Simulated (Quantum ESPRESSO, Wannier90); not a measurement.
# Wannier functions of AlInSb2 (P-4m2)

```
begin unit_cell_cart
ang
    4.5061700000    0.0000000000    0.0000000000
    0.0000000000    4.5061700000    0.0000000000
    0.0000000000    0.0000000000    6.3488200000
end unit_cell_cart
begin atoms_frac
Al   0.0000000000  0.0000000000  0.0000000000
In   0.5000000000  0.5000000000  0.5000000000
Sb   0.0000000000  0.5000000000  0.2333700000
Sb   0.5000000000  0.0000000000 -0.2333700000
end atoms_frac
```

Cell from Materials Project (mp-1228890), symmetrised, no further relaxation. Not found in the COD (Crystallography Open Database) copy used; not checked further. Computed values, not measurements, from PBEsol: Quantum ESPRESSO (norm-conserving PseudoDojo potentials, cutoff 64 Ry, no spin polarisation, no spin-orbit coupling) on a Γ-centred 8×8×6 mesh, then Wannier90. Density: 8×8×6 mesh, Gaussian smearing 0.01 Ry. Spin-orbit coupling is left out although heavy elements are present.

Bands 16-23 form an isolated set from -10.63 to 0.00 eV relative to the valence-band maximum (on the path) and are turned into 8 Wannier functions by minimising the spread from the start: SCDM (isolated).

Centres (Cartesian, Å; one of the equivalent choices) and spreads:

| n | x | y | z | spread (Å²) | nearest atom |
|---|---|---|---|---|---|
| 1 | 1.404 | 0.000 | -0.912 | 2.840 | Sb4 |
| 2 | -1.404 | 0.000 | -0.912 | 2.840 | Sb4 |
| 3 | 0.000 | -1.404 | 0.912 | 2.840 | Sb3 |
| 4 | 0.000 | 1.404 | 0.912 | 2.840 | Sb3 |
| 5 | 2.253 | 0.905 | -2.151 | 3.226 | Sb4 |
| 6 | -2.253 | -0.905 | -2.151 | 3.226 | Sb4 |
| 7 | 0.905 | 2.253 | 2.151 | 3.226 | Sb3 |
| 8 | -0.904 | 2.253 | 2.151 | 3.226 | Sb3 |

Ω_I = 22.81 Å², Ω_total = 24.26 Å²; the interpolated bands follow pw.x to 13 meV rms on the path. It is the lowest total spread that any start reached here.
